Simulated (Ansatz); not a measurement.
YAlGe (space group Cmcm)

```
CELL_PARAMETERS angstrom
      2.01318    -5.15994     0.00000
      2.01318     5.15994     0.00000
      0.00000     0.00000     5.72233
ATOMIC_POSITIONS crystal
  Y  0.30923 0.69077 0.75000
  Y  0.69077 0.30923 0.25000
  Al 0.00000 0.00000 0.00000
  Al 0.00000 0.00000 0.50000
  Ge 0.39477 0.60523 0.25000
  Ge 0.60523 0.39477 0.75000
```

The slice is a (010) plane (indices of the conventional cell) through the point (0.309, 0.691, 0.750) (fractional), spanned by u = [110] and v = [001] in vectors of this cell: u (4.03 Å) and v (5.72 Å, at 90° to u). It covers one period; positions are fractions (u, v).

Method: PBEsol (plane waves to 420 eV, PAW, scalar-relativistic; Ansatz, a program for electronic structure). k mesh 12×12×8. Inside the PAW spheres the values are not all-electron values, and peaks at nuclei hang on which shells count as valence. YAlGe is run without spin polarisation. YAlGe was relaxed with its symmetry unable to fall.

Three fields on this plane, each scaled to ten steps between its own extremes (0 low, 9 high; the total valence density on a logarithmic scale, the potential cut 8 eV below its top; x marks points blanked near nuclei; v = 0 in the bottom row):

Map A
```
|xxxxx41000014xxxx|
|xxxx8300000038xxx|
|xxx951000000159xx|
|xx85200000000258x|
|65421000000001245|
|33221000000001223|
|43321100000011233|
|55432210000122345|
|77653221111223567|
|88764332222334678|
|xx87543344334578x|
|xx87544444444578x|
|xx87543344334578x|
|88764332222334678|
|77653221111223567|
|55432210000122345|
|43321100000011233|
|33221000000001223|
|65421000000001245|
|xx85200000000258x|
|xxx951000000159xx|
|xxxx8300000038xxx|
|xxxxx41000014xxxx|
|xxxxx51000015xxxx|
```

Map B
```
|xxxxx00122100xxxx|
|xxxx4001331004xxx|
|xxx610024420016xx|
|xx41002455420014x|
|11000134554310001|
|11223344444433221|
|66665432222345666|
|99987421001247899|
|99997410000147999|
|77897300000037987|
|xx78620000002687x|
|xx78620000002687x|
|xx78620000002687x|
|77897300000037987|
|99997410000147999|
|99987421001247899|
|66665432222345666|
|11223344444433221|
|11000134554310001|
|xx41002455420014x|
|xxx610024420016xx|
|xxxx4001331004xxx|
|xxxxx00122100xxxx|
|xxxxx10122101xxxx|
```

Map C
```
|xxxxx04899840xxxx|
|xxxx0158998510xxx|
|xxx003799997300xx|
|xx00268999986200x|
|00135789999875310|
|44567889999887654|
|66778888888888776|
|66778776666778776|
|33566654444566653|
|00145542112455410|
|xx02442100124420x|
|xx01332000023310x|
|xx02442100124420x|
|00145542112455410|
|33566654444566653|
|66778776666778776|
|66778888888888776|
|44567889999887654|
|00135789999875310|
|xx00268999986200x|
|xxx003799997300xx|
|xxxx0158998510xxx|
|xxxxx04899840xxxx|
|xxxxx04799740xxxx|
```

Q: Assign the maps to these fields: electron localisation function (ELF); valence electron density; electrostatic potential energy of an electron, from the cell's mean.

A: A is the valence electron density; B is the electron localisation function (ELF); C is the electrostatic potential energy of an electron, from the cell's mean.
